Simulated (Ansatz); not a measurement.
The start is a randomly generated symmetric cell of MgRh (space group No. 35). The structure is fully relaxed (lattice and positions, P = 0) with PBE (plane waves to 420 eV, PAW, scalar-relativistic; Ansatz, a program for electronic structure). First-step values are on the input's coarse k-mesh.

Ansatz input (later rounds restart from its end on a renewed k-mesh):
Ansatz 0.2 input:
```yaml
crystal:
  lattice:
    - [3.8576611, -4.4753076, 0]
    - [3.8576611, 4.4753076, 0]
    - [0, 0, 2.9336734]
  atoms:
    - { symbol: Mg, position: [0, 0, 0.78529611] }
    - { symbol: Mg, position: [0, 0.5, 0.57364194] }
    - { symbol: Mg, position: [0.5, 0, 0.57364194] }
    - { symbol: Rh, position: [0.34045252, 0.65954748, 0.62162786] }
    - { symbol: Rh, position: [0.65954748, 0.34045252, 0.62162786] }
    - { symbol: Rh, position: [0.5, 0.5, 0.15177977] }
basis: { ecutwfc: 420, ecutrho_ratio: 4, xc_grid: 2, fft_grid_basis: typed }
kpoints: { mp_grid: { grid: [6, 6, 11] } }
hamiltonian:
  xc: pbe
  dispersion: none
  pseudopotentials: { kind: paw }
scf: { occupations: { method: fermi_dirac, width: 0.05 } }
relax: { f_tol: 0.01, max_steps: 100, cell: { stress_tol: 0.02 } }
output: { forces: true, stress: true }
```

Problem. What symmetry does the relaxed structure have?

Solution. The space group goes from Cmm2 (No. 35) to Cmmm (No. 65), with 6 atoms in the primitive cell.

Problem. How much energy is released per atom?

Solution. About 2.4 eV/atom.

Problem. How does the volume per atom move from start to end?

Solution. +12.1 %, from 16.88 to 18.92 Å³/atom.

Problem. What band gap does the relaxed structure have at this level?

Solution. No gap (metallic).

Final values are on a 8×8×16 k-mesh of the relaxed cell. The start holds a very short contact (Rh–Rh 1.98 Å). No spin polarisation in the result.

The run could not lose the symmetry of its start, so the end can be a saddle point.

The relaxed structure here is a generated cell of MgRh: the first start was made by a random draw of sites in a space group, and the end was not matched to a known phase here, so it may be hypothetical.
